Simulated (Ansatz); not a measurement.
Ag2PdO2:
Space group Immm (No. 71); a = 2.978 Å, b = 4.498 Å, c = 9.926 Å, α = 90.00°, β = 90.00°, γ = 90.00°

```
atom  site  symmetry       x       y       z
----  ----  --------  ------  ------  ------
Pd      2a       mmm  0.0000  0.0000  0.0000
O       4j       mm2  0.5000  0.0000  0.1398
Ag      4i       mm2  0.0000  0.0000  0.3601
```
(The calculation used a cell of 5 atoms; values per cell refer to that cell.)

Relaxed at zero pressure with DFT-PBEsol in the program Ansatz with PAW potentials.

The volume is lowered by 9 % and shape and atoms relax at that volume. What pressure results, and how do the axes share the change?

13.0 GPa; a -3.6 %, b -1.4 %, c -4.2 %; the energy rises by 43 meV/atom.

Give the new structure.


Space group Immm (No. 71); a = 2.8700 Å, b = 4.4337 Å, c = 9.5076 Å, α = β = γ = 90.00°

| atom | site | symmetry | x | y | z |
|---|---|---|---|---|---|
| Pd | 2a | mmm | 0.0000 | 0.0000 | 0.0000 |
| O | 4j | mm2 | 0.5000 | 0.0000 | 0.1491 |
| Ag | 4i | mm2 | 0.0000 | 0.0000 | 0.3603 |

The phase is kept; no other phase was compared at this pressure.

The workflow started from an entry of the Crystallography Open Database (COD). Whether it is the stable phase at ambient conditions was not checked. Symmetry was held in the PBEsol relaxation; its stability against distortions is not shown here. No spin polarisation was allowed.

Potentials: the later of the program's two PAW sets.
